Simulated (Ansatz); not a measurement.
Structure types of Fe compared at 160 GPa

Structure types of Fe are relaxed in primitive cells with their symmetry kept at 160 GPa, on PAW files; LAPW relaxes the small cells further and takes the PAW cell for the others (marked *). The enthalpy is E + pV at zero temperature, without zero-point motion. Only the types listed were tried, and differences under about 5 meV/atom are mesh noise. Not among the end structures: fcc, which may lie lower.

Computed with Ansatz 0.2.0; functional PBEsol, scalar-relativistic. Settings: Fermi–Dirac smearing of 0.08 eV, spin-polarised from start moments Fe 2.5 μB. Methods: LAPW: all electrons, basis error target 0.5 meV/atom; PAW: frozen-core files, cutoff 420 eV.

k meshes: bcc 21×21×21, hcp 20×20×11, sc 19×19×19, beta tin 20×20×20, dhcp 16×16×5.

The magnetic state is the one reached from the start moments; other orders weren't searched. The PAW files were made under PBE.

Which type is lowest in enthalpy, and by how much?

hcp, 88 meV/atom below dhcp. The whole table:

```tsv
start type	ends as	a, b, c (Å)	V (Å³/atom)	H − H(lowest), LAPW (meV/atom)	same, PAW	moment (μB/atom)
bcc	bcc, Im-3m	2.492, 2.492, 2.492	7.74	505.3	510.7	1.35
hcp	hcp, P6_3/mmc	2.216, 2.216, 3.523	7.49	0.0	0.0	0.00
sc	sc, Pm-3m	2.002, 2.002, 2.002	8.02	1888.7	1886.9	0.00
beta tin	beta tin, I4_1/amd	3.844, 3.844, 2.146	7.93	1412.5	1414.9	0.38
dhcp*	dhcp, P6_3/mmc	2.207, 2.207, 7.124	7.51	87.7	87.4	0.00
```
